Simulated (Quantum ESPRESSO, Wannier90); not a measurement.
## Wannier functions of Li₂Se (anti-fluorite)

```yaml
crystal:
  lattice:
    - [0.00000, 2.97605, 2.97605]
    - [2.97605, 0.00000, 2.97605]
    - [2.97605, 2.97605, 0.00000]
  atoms:
    - { symbol: Li, position: [0.75000, 0.75000, 0.75000] }
    - { symbol: Li, position: [0.25000, 0.25000, 0.25000] }
    - { symbol: Se, position: [0.00000, 0.00000, 0.00000] }
```

Structure: Materials Project mp-2286, symmetrised, not relaxed again. COD (Crystallography Open Database) has an entry of this formula and space group (matched by these alone). Method: PBE plane waves in Quantum ESPRESSO 7.5 (PseudoDojo norm-conserving files, 69 Ry, no spin polarisation, no spin-orbit coupling), Bloch states on a 10×10×10 mesh through Γ, Wannier90 4.0.1. Density: 10×10×10 mesh, cold smearing 0.01 Ry. Spin-orbit coupling, left out, would split the p-like bands by a few tenths of an eV.

Base run: 12 functions from bands 8-28 of the 28 computed, start hydrogen-like Li: s;p; Se: s;p, centres 0.05 Å off the atoms, frozen window up to 4.46 eV relative to the valence-band maximum, outer window open. One setting was then changed (edges relative to the valence-band maximum; misfit to pw.x on a path, for states up to 4.0 eV relative to the valence-band maximum).

```
run      Ω_I (Å²)  rms misfit (meV)  worst (meV)
-------  --------  ----------------  -----------
base        14.70               5.5           45
changed     16.31               1.9           10
```

### Question
Which change was made?
(A) only the lowest 16 of the kept bands
(B) frozen window to 6.46 eV
(C) frozen window to 3.46 eV
(D) outer window to 16.94 eV
(E) only the lowest 14 of the kept bands

### Answer
B, frozen window to 6.46 eV. The others give:

| run | Ω_I (Å²) | rms misfit (meV) | worst (meV) |
|---|---|---|---|
| frozen window to 3.46 eV | 14.10 | 96 | 776 |
| outer window to 16.94 eV | 21.80 | 2.4 | 23 |
| only the lowest 14 of the kept bands | 24.91 | 2.2 | 13 |
| only the lowest 16 of the kept bands | 19.04 | 3.7 | 31 |
